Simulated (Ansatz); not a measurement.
HfPt₃:
```yaml
crystal:
  lattice:
    - [3.98596, 0.00000, 0.00000]
    - [0.00000, 3.98596, 0.00000]
    - [0.00000, 0.00000, 3.98596]
  atoms:
    - { symbol: Hf, position: [0.00000, 0.00000, 0.00000] }
    - { symbol: Pt, position: [0.50000, 0.50000, 0.00000] }
    - { symbol: Pt, position: [0.00000, 0.50000, 0.50000] }
    - { symbol: Pt, position: [0.50000, 0.00000, 0.50000] }
```

Relaxed with PBEsol. Special points in fractions of this cell's reciprocal vectors: Γ (0.000, 0.000, 0.000); X (0.000, 0.500, 0.000); M (0.500, 0.500, 0.000); R (0.500, 0.500, 0.500).

**Question.** List the band energies nearest the Fermi level at these points for PBEsol in the plane-wave PAW code Ansatz.

**Answer.** In eV from the Fermi level; about four levels below and three above (degenerate sets whole), none deeper than 8.9 eV; points with the same levels are listed once.

```csv
k,below,above
Γ,-1.21 -0.63 -0.63 -0.63,1.19 1.19 1.19
X,-3.15 -3.15 -1.94 -0.63,0.13 0.13 1.40
M,-3.51 -3.51 -3.28 -2.92 -2.72,0.75 0.75 0.96 0.96
R,-1.10 -1.10 -1.10 -0.87 -0.87 -0.87,1.44 1.44 1.44
```

Space group Pm-3m (Cu3Au type). The workflow started from a Materials Project entry (that database holds measured and hypothetical structures alike); the Crystallography Open Database copy checked does not list it. COD files the formula under space group No. 194. Whether it is the stable phase at ambient conditions was not checked. The PBEsol relaxation kept the symmetry of its start; its stability against distortions is not shown here. No spin polarisation was allowed. Scalar-relativistic: spin–orbit coupling is off unless named, which matters more the heavier the elements.

Potentials: the later of the program's two PAW sets.
